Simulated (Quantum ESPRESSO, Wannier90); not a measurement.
# Wannierisation of WS$_{2}$ (P6₃/mmc, 2Hc stacking as in molybdenite)

Structure: Materials Project mp-224, symmetrised, not relaxed again. COD (Crystallography Open Database) has the formula in 2 space groups, this one among them (matched by group alone). Computed values, not measurements, from PBEsol: Quantum ESPRESSO (norm-conserving PseudoDojo potentials, cutoff 60 Ry, no spin polarisation, no spin-orbit coupling) on a Γ-centred 6×6×4 mesh, then Wannier90. Density: 12×12×4 mesh, cold smearing 0.01 Ry. The cell is built of weakly bound layers, chains or molecules, whose nearest atoms lie 3.84 Å apart. Database cells relaxed without dispersion often hold them too far apart, which can enlarge gaps and weakens couplings between them; spacing and stacking were not compared with the measured crystal. Spin-orbit coupling is left out although heavy elements are present.

On the energy scale of pw.x, whose zero is arbitrary, the valence-band maximum lies at 10.40 eV.

Input w.win:

```
num_bands = 2
num_wann = 2
exclude_bands = 3-50
num_iter = 800
conv_tol = 1.0e-6
conv_window = 4
write_hr = true
write_u_matrices = true
auto_projections = true
begin unit_cell_cart
ang
    3.1842198219    0.0000000000    0.0000000000
   -1.5921099110    2.7576152570    0.0000000000
    0.0000000000    0.0000000000   12.9782800000
end unit_cell_cart
begin atoms_frac
W    0.3333333333 -0.3333333333  0.2500000000
W   -0.3333333333  0.3333333333 -0.2500000000
S    0.3333333333 -0.3333333333 -0.3702000000
S   -0.3333333333  0.3333333333  0.3702000000
S   -0.3333333333  0.3333333333  0.1298000000
S    0.3333333333 -0.3333333333 -0.1298000000
end atoms_frac
mp_grid = 6 6 4
begin kpoints
0.0000000000 0.0000000000 0.0000000000
0.0000000000 0.0000000000 0.2500000000
0.0000000000 0.0000000000 0.5000000000
... (141 more lines: the 6x6x4 mesh through Gamma)
end kpoints
```

Input of pw2wannier90.x that gives the overlap and projection files (equivalent; here they were cut from one run over all bands):

```
&inputpp
  outdir = './out'
  prefix = 'pwscf'
  seedname = 'w'
  write_amn = .true.
  write_mmn = .true.
  atom_proj = .true.
  atom_proj_exclude = 2 3 4 5 6 7 8 9 10 12 13 14 15 16 17 18 19 20 21 22 23 24 25 26 27 28 29 30 31 32 33 34 35 36
/
```

Output w.wout (banner and timings cut):

```
                                    ------
                                    SYSTEM
                                    ------

                              Lattice Vectors (Ang)
                    a_1     3.184220   0.000000   0.000000
                    a_2    -1.592110   2.757615   0.000000
                    a_3     0.000000   0.000000  12.978280

                   Unit Cell Volume:     113.96037  (Ang^3)

                        Reciprocal-Space Vectors (Ang^-1)
                    b_1     1.973226   1.139243  -0.000000
                    b_2     0.000000   2.278485   0.000000
                    b_3     0.000000  -0.000000   0.484131

 *----------------------------------------------------------------------------*
 |   Site       Fractional Coordinate          Cartesian Coordinate (Ang)     |
 +----------------------------------------------------------------------------+
 | w    1   0.33333  -0.33333   0.25000   |    1.59211  -0.91921   3.24457    |
 | w    2  -0.33333   0.33333  -0.25000   |   -1.59211   0.91921  -3.24457    |
 | s    1   0.33333  -0.33333  -0.37020   |    1.59211  -0.91921  -4.80456    |
 | s    2  -0.33333   0.33333   0.37020   |   -1.59211   0.91921   4.80456    |
 | s    3  -0.33333   0.33333   0.12980   |   -1.59211   0.91921   1.68458    |
 | s    4   0.33333  -0.33333  -0.12980   |    1.59211  -0.91921  -1.68458    |
 *----------------------------------------------------------------------------*
                                ------------
                                K-POINT GRID
                                ------------

             Grid size =  6 x  6 x  4      Total points =  144

 *---------------------------------- MAIN ------------------------------------*
 |  Number of Wannier Functions               :                 2             |
 |  Number of Objective Wannier Functions     :                 2             |
 |  Number of input Bloch states              :                 2             |
 |  Output verbosity (1=low, 5=high)          :                 1             |
 |  Timing Level (1=low, 5=high)              :                 1             |
 |  Optimisation (0=memory, 3=speed)          :                 3             |
 |  Length Unit                               :               Ang             |
 |  Post-processing setup (write *.nnkp)      :                 F             |
 |  Using Gamma-only branch of algorithms     :                 F             |
 *----------------------------------------------------------------------------*
 *------------------------------- WANNIERISE ---------------------------------*
 |  Total number of iterations                :               800             |
 |  Number of CG steps before reset           :                 5             |
 |  Trial step length for line search         :             2.000             |
 |  Convergence tolerence                     :         0.100E-05             |
 |  Convergence window                        :                 4             |
 |  Iterations between writing output         :                 1             |
 |  Iterations between backing up to disk     :               100             |
 |  Write r^2_nm to file                      :                 F             |
 |  Write xyz WF centres to file              :                 F             |
 |  Write on-site energies <0n|H|0n> to file  :                 F             |
 |  Use guiding centre to control phases      :                 F             |
 |  Use phases for initial projections        :                 F             |
 *----------------------------------------------------------------------------*
 *-------------------------------- PLOTTING ----------------------------------*
 |  Plotting Hamiltonian in WF basis          :                 T             |
 *----------------------------------------------------------------------------*

       ... (k-mesh section left out)

 Starting a new Wannier90 calculation ...

 Reading overlaps from w.mmn

 Reading projections from w.amn

 *------------------------------- WANNIERISE ---------------------------------*
 +--------------------------------------------------------------------+<-- CONV
 | Iter  Delta Spread     RMS Gradient      Spread (Ang^2)            |<-- CONV
 +--------------------------------------------------------------------+<-- CONV

 ------------------------------------------------------------------------------
 Initial State
  WF centre and spread    1  (  1.592110, -0.919205,  3.244570 )     0.34969450
  WF centre and spread    2  ( -1.592110,  0.919205, -3.244570 )     0.34969450
  Sum of centres and spreads (  0.000000, -0.000000,  0.000000 )     0.69938899

      0     0.699E+00     0.0000000000        0.6993889904  <-- CONV
        O_D=      0.0000000 O_OD=      0.0000000 O_TOT=      0.6993890 <-- SPRD
 ------------------------------------------------------------------------------
      1     0.000E+00     0.0000000170        0.6993889904  <-- CONV
        O_D=      0.0000000 O_OD=      0.0000000 O_TOT=      0.6993890 <-- SPRD
      2     0.000E+00     0.0000000170        0.6993889904  <-- CONV
        O_D=      0.0000000 O_OD=      0.0000000 O_TOT=      0.6993890 <-- SPRD
      3     0.000E+00     0.0000000169        0.6993889904  <-- CONV
        O_D=      0.0000000 O_OD=      0.0000000 O_TOT=      0.6993890 <-- SPRD
      4     0.000E+00     0.0000000168        0.6993889904  <-- CONV
        O_D=      0.0000000 O_OD=      0.0000000 O_TOT=      0.6993890 <-- SPRD
             <<<     Delta < 1.000E-06  over  4 iterations     >>>
             <<< Wannierisation convergence criteria satisfied >>>
 Final State
  WF centre and spread    1  (  1.592110, -0.919205,  3.244570 )     0.34969450
  WF centre and spread    2  ( -1.592110,  0.919205, -3.244570 )     0.34969450
  Sum of centres and spreads (  0.000000, -0.000000,  0.000000 )     0.69938899

         Spreads (Ang^2)       Omega I      =     0.699388990
        ================       Omega D      =     0.000000000
                               Omega OD     =     0.000000000
    Final Spread (Ang^2)       Omega Total  =     0.699388990
```
